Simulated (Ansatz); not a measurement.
# Fields on a plane of CdO (rock salt)

```yaml
crystal:
  lattice:
    - [0.00000, 2.34515, 2.34515]
    - [2.34515, 0.00000, 2.34515]
    - [2.34515, 2.34515, 0.00000]
  atoms:
    - { symbol: O, position: [0.00000, 0.00000, 0.00000] }
    - { symbol: Cd, position: [0.50000, 0.50000, 0.50000] }
```

The slice is a {110} plane (indices of the conventional cell) through the point (0.500, 0.500, 0.500) (fractional), spanned by u = [100] and v = [1 -1 -1] in vectors of this cell: u (3.32 Å) and v (4.69 Å, at 90° to u). It covers one period; positions are fractions (u, v).

Atoms on it: O at (0.00, 0.50); Cd at (0.00, 0.00).

The numbers are results of PBEsol (plane waves to 420 eV, PAW, scalar-relativistic; Ansatz, a quantum-chemistry and plane-wave program), not measurements. k mesh 12×12×12. Near the nuclei the fields are pseudised (PAW); where an atom keeps semicore shells as valence, they peak there. CdO was relaxed with its symmetry unable to fall.

```
|9999887755332211111111223355778899|
|8888776644332211000011223344667788|
|7777665533221100000000112233556677|
|5555443322111100000000111122334455|
|4433332222110000000000001122223333|
|3333222211110000000000001111222233|
|3333222211110000000000001111222233|
|4444333322110000000000001122333344|
|5555444433221100000000112233444455|
|7766664433221111000011112233446666|
|7777665544222211111111222244556677|
|7777775544332211111111223344557777|
|7777665544222211111111222244556677|
|7766664433221111000011112233446666|
|5555444433221100000000112233444455|
|4444333322110000000000001122333344|
|3333222211110000000000001111222233|
|3333222211110000000000001111222233|
|4433332222110000000000001122223333|
|5555443322111100000000111122334455|
|7777665533221100000000112233556677|
|8888776644332211000011223344667788|
|9999887755332211111111223355778899|
|9999887755442211111111224455778899|
```
Scale: ten equal steps from -1.28 (start of '0') to 1.42 (end of '9'), in the order '0123456789'. Values: log₁₀ of the valence density in e/Å³. The map has 17 points along u (two characters each, u = 0 at the left) and 24 along v (v = 0 in the bottom row). The scale is logarithmic, as a density can span decades between atoms and voids.

```
|xxxxxxxxxxxx337788887733xxxxxxxxxx|
|xxxxxxxxxx0044778888774400xxxxxxxx|
|xxxxxxxxxx1166888888886611xxxxxxxx|
|xxxxxxxx00447788999988774400xxxxxx|
|xxxx0022557788999999998877552200xx|
|3344556677889999999999998877665544|
|xxxx7788999999999999999999998877xx|
|xxxxxxxx99999999999999999999xxxxxx|
|xxxxxxxxxx9999999999999999xxxxxxxx|
|xxxxxxxxxx9999998888999999xxxxxxxx|
|xxxxxxxxxxxx999988889999xxxxxxxxxx|
|xxxxxxxxxxxx999988889999xxxxxxxxxx|
|xxxxxxxxxxxx999988889999xxxxxxxxxx|
|xxxxxxxxxx9999998888999999xxxxxxxx|
|xxxxxxxxxx9999999999999999xxxxxxxx|
|xxxxxxxx99999999999999999999xxxxxx|
|xxxx7788999999999999999999998877xx|
|3344556677889999999999998877665544|
|xxxx0022557788999999998877552200xx|
|xxxxxxxx00447788999988774400xxxxxx|
|xxxxxxxxxx1166888888886611xxxxxxxx|
|xxxxxxxxxx0044778888774400xxxxxxxx|
|xxxxxxxxxxxx337788887733xxxxxxxxxx|
|xxxxxxxxxxxx336688886633xxxxxxxxxx|
```
Scale: ten equal steps from -1.00 (start of '0') to 7.84 (end of '9'), in the order '0123456789'. Values: electrostatic potential energy of an electron, from the cell's mean, in eV. The map has 17 points along u (two characters each, u = 0 at the left) and 24 along v (v = 0 in the bottom row). Points within 1 Å of a nucleus are blanked (x), as the pseudised field means little there. Values under -1 eV are set to -1. The zero, the cell's mean, hangs on the PAW cores.

- Density on the O–Cd line (2.35 Å) at its density minimum, 1.1 Å from O = 0.36 e/Å³
- ELF at that point = 0.1
